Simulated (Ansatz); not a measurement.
The end point of a relaxation of TaSi$_{2}$. Space group P6₂22 (No. 180), AFLOW prototype AB2_hP9_180_d_j (C40, as in CrSi2). All values below come from PBE (plane waves to 420 eV, PAW, scalar-relativistic; Ansatz, a first-principles code).

Space group P6₂22 (No. 180); a = b = 4.803 Å, c = 6.603 Å, α = β = 90.00°, γ = 120.00°

| atom | site | symmetry | x | y | z |
|---|---|---|---|---|---|
| Ta | 3c | 222 | 0.5000 | 0.0000 | 0.0000 |
| Si | 6i | ..2 | 0.1590 | 0.3181 | 0.0000 |

```yaml
volume_per_atom: 14.66 Å³
density: 8.95 g/cm³
band_gap: no gap (metallic)
shortest_distances: Si–Si 2.57 Å; Si–Ta 2.62 Å; Ta–Ta 3.26 Å
k-mesh: 11×11×7
```

Band energies at high-symmetry points (eV from the Fermi level; labels of this space group; no spin-orbit coupling), from −5 eV up to 2.9 eV:

```
point                                                                                                     energies
-----  -----------------------------------------------------------------------------------------------------------
Γ                                     -4.78 -3.81 -3.81 -3.45 -2.52 -2.52 -2.48 -2.48 -2.42 -2.15 -2.15 -1.48 0.74
M            -4.59 -4.25 -3.79 -3.54 -2.66 -2.18 -2.09 -2.03 -1.06 -0.72 -0.07 -0.04 0.87 1.15 1.55 1.92 2.27 2.44
K               -3.68 -2.72 -2.72 -2.03 -1.90 -1.90 -1.71 -1.70 -1.70 0.35 0.35 0.57 2.06 2.06 2.21 2.21 2.23 2.45
A                                  -4.83 -4.83 -4.17 -2.76 -2.63 -2.63 -2.19 -2.02 -1.77 -1.77 1.12 1.12 2.54 2.54
L            -4.79 -4.17 -3.75 -2.71 -2.35 -2.09 -2.09 -2.01 -2.00 -1.82 -0.67 -0.25 1.54 1.93 2.49 2.53 2.54 2.70
H      -4.77 -4.77 -4.52 -2.76 -2.76 -2.54 -2.54 -2.50 -2.34 -0.72 -0.72 -0.14 -0.14 0.94 1.57 1.57 2.27 2.81 2.81
```

No spin polarisation in the result. The relaxed primitive cell holds an odd number of electrons. A magnetic state may lie lower.

The run could not lose the symmetry of its start.

The first start was generated by placing the elements on the sites of a structure type. A measured structure of TaSi2 has the same space group, P6₂22 (No. 180); the sites were not compared with it. Another known form has space group No. 181.
